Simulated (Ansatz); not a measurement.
## Calculated field gradients at the nuclei for AlCuBr4

The cell is a structure deposited in the COD, atoms as given.

```cif
data_AlCuBr4
_symmetry_space_group_name_H-M 'P-42c'
_symmetry_Int_Tables_number 112
_cell_length_a 5.7321
_cell_length_b 5.7321
_cell_length_c 10.6046
_cell_angle_alpha 90.000
_cell_angle_beta 90.000
_cell_angle_gamma 90.000
loop_
_atom_site_label
_atom_site_type_symbol
_atom_site_symmetry_multiplicity
_atom_site_Wyckoff_symbol
_atom_site_fract_x
_atom_site_fract_y
_atom_site_fract_z
Al Al 2 b 0.5000 0.0000 0.2500
Cu Cu 2 f 0.5000 0.5000 0.5000
Br Br 8 n 0.7409 0.2288 0.3726
```

One atom of each set is listed.

Computed with Ansatz: DFT, PBE, plane waves and PAW, scalar-relativistic, 420 eV cutoff, Γ-centred 5×5×3 k-points, Fermi–Dirac smearing 0.02 eV.

C_Q = eQV_zz/h, which is 24.18 MHz for Q = 1 b and V_zz = 10²¹ V/m²; η = (V_xx − V_yy)/V_zz.

²⁷Al: I = 5/2, Q = 146.6 mb; ⁶⁵Cu: I = 3/2, Q = -204.0 mb; 81Br: I = 3/2, Q = 257.9 mb. Q values from Pyykkö, Mol. Phys. 116, 1328 (2018).

```json
{"site": "Al", "atoms": "2", "first shell": "4 Br at 2.31 Å", "V_zz (10²¹ V/m²)": "0.14", "η": "0.87", "C_Q (MHz)": "0.480"}
{"site": "Cu", "atoms": "2", "first shell": "4 Br at 2.48 Å", "V_zz (10²¹ V/m²)": "-0.42", "η": "0.00", "C_Q (MHz)": "2.06"}
{"site": "Br", "atoms": "8", "first shell": "1 Al at 2.31 Å, 1 Cu at 2.48 Å, angle 109°", "V_zz (10²¹ V/m²)": "26.0", "η": "0.86", "C_Q (MHz)": "162"}
```

An axis of threefold or higher order runs through Cu, so V_zz lies along it and η is zero.

The largest force is 0.4 eV/Å, so the atoms aren't at the calculated equilibrium and relaxing them would move these values.
